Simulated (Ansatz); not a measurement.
HfS2 (CdI2 type)

```
CELL_PARAMETERS angstrom
      3.54747     0.00000     0.00000
     -1.77374     3.07220     0.00000
      0.00000     0.00000     5.57681
ATOMIC_POSITIONS crystal
  Hf 0.00000 0.00000 0.00000
  S  0.33333 0.66667 0.26190
  S  0.66667 0.33333 0.73810
```

The slice is a (0001) plane (indices of the conventional cell) through the point (0.667, 0.333, 0.738) (fractional), spanned by u = [110] and v = [1 -1 0] in vectors of this cell: u (3.55 Å) and v (6.14 Å, at 90° to u). It covers one period; positions are fractions (u, v).

Method: PBEsol-D3(BJ) (plane waves to 420 eV, PAW, scalar-relativistic; Ansatz, a quantum-chemistry and plane-wave program). k mesh 11×11×6. Inside the PAW spheres the values are not all-electron values, and peaks at nuclei hang on which shells count as valence. HfS2 is run without spin polarisation. HfS2 was relaxed with its symmetry unable to fall. Spin-orbit coupling is left out, though Hf is heavy.

**Question.** Sketch the valence electron density on this plane as a map.

**Answer.** 
```
|8899998776677899998|
|9999988776677889999|
|9999988766667889999|
|9999887766667788999|
|8888877666666778888|
|8877776666666677778|
|7776666666666666677|
|6666666677776666666|
|5556667777777766655|
|5556677788887776655|
|5556778889988877655|
|5566788999999887665|
|5667789999999987766|
|6667899999999998766|
|6677899998899998776|
|6678899995599998876|
|6678899998899998876|
|6677899999999998776|
|6677889999999988776|
|6667788999999887766|
|6667778888888877766|
|6666777778877777666|
|6666666777777666666|
|7766666666666666667|
|7777666655556666777|
|8887766555555667788|
|9988776655556677889|
|9999877655556778999|
|9999987665566789999|
|9999987766667789999|
|8899998766667899998|
|0899998766667899998|
```
Scale: ten equal steps from -3.00 (start of '0') to 0.07 (end of '9'), in the order '0123456789'. Values: log₁₀ of the valence density in e/Å³. The map has 19 points along u (one character each, u = 0 at the left) and 32 along v (v = 0 in the bottom row). The scale is logarithmic, as a density can span decades between atoms and voids; values under 0.001 e/Å³ are set to 0.001.
